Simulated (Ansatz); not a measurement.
A scan (energy over volume and axial ratio; atoms clamped) gave these values. Level of theory: PBE (plane waves to 420 eV, PAW, scalar-relativistic; Ansatz, a program for electronic structure).

- Shear modulus C′ = (C11 − C12)/2 (fit, atoms clamped) = 40 GPa

Question: Of these crystals, all scanned alike, which one is it?
(A) CdO (rock salt)
(B) Cu₂O (cuprite type, space group Pn-3m)
(C) MgO (rock salt)

Answer: A, CdO (rock salt). The others have, for the shear modulus C′ = (C11 − C12)/2: MgO 88 GPa, Cu2O 10 GPa

All were relaxed with their symmetry unable to fall. Cu2O is run without spin polarisation. The PAW data are Ansatz's earlier set. With partly filled bands, the response to shear is sensitive to the k mesh, so small differences along c/a are uncertain.

(Under strain, the slope of the energy per volume gives the stress and its curvature an elastic modulus.)
